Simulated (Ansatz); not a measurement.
Relaxed Ge (diamond):

```
CELL_PARAMETERS angstrom
      0.00000     2.83720     2.83720
      2.83720     0.00000     2.83720
      2.83720     2.83720     0.00000
ATOMIC_POSITIONS crystal
  Ge 0.50000 0.50000 0.50000
  Ge 0.75000 0.75000 0.75000
```

In each cell atom 2 (Ge, nearest neighbour Ge at 2.457 Å; its periodic images, 4.0 Å or more away, move with it) moves by s·(0.707, 0.707, 0.000) (along Cartesian [110]), the rest being held.

Method: r2SCAN (plane waves to 500 eV, PAW, scalar-relativistic; Ansatz, a program for electronic structure). k mesh 8×8×8 (Γ-centred), Fermi-Dirac smearing 0.05 eV. Energies are smeared free energies. As the smearing reaches across the gap at some points, energies and forces of such displacements shift with the k mesh and the smearing. Ge was relaxed with its symmetry unable to fall. ΔE is measured from the undisplaced structure. The last digit holds for this mesh only.

| s (Å) | ΔE (meV/cell) |
|---|---|
| -0.740 | withheld |
| -0.592 | 1979.6 |
| -0.444 | 1112.5 |
| -0.296 | 496.8 |
| -0.148 | 126.2 |
| 0.000 | 0.0 |
| 0.148 | 126.2 |
| 0.296 | 496.8 |
| 0.444 | 1112.5 |
| 0.592 | 1979.6 |
| 0.740 | withheld |

Question: Fit an even polynomial form (powers 2, 4, 6) to the given rows and predict ΔE at s = 0.740.

Answer: Least squares on the 9 given rows: ΔE = (5726)·s² + (-686.8)·s⁴ + (1326)·s⁶, in meV/cell with s in Å; root-mean-square residual 0.58 meV/cell. At 0.740 the fit gives 3147.3 meV/cell; the calculation gives 3131.8 meV/cell, so the extrapolation is off by 15.5 (+0.5 %). The quadratic term alone would give 3135.6 meV/cell.

(A displaced cell: forces are minus the slopes of the energy, force constants its curvatures, and phonons follow from these.)
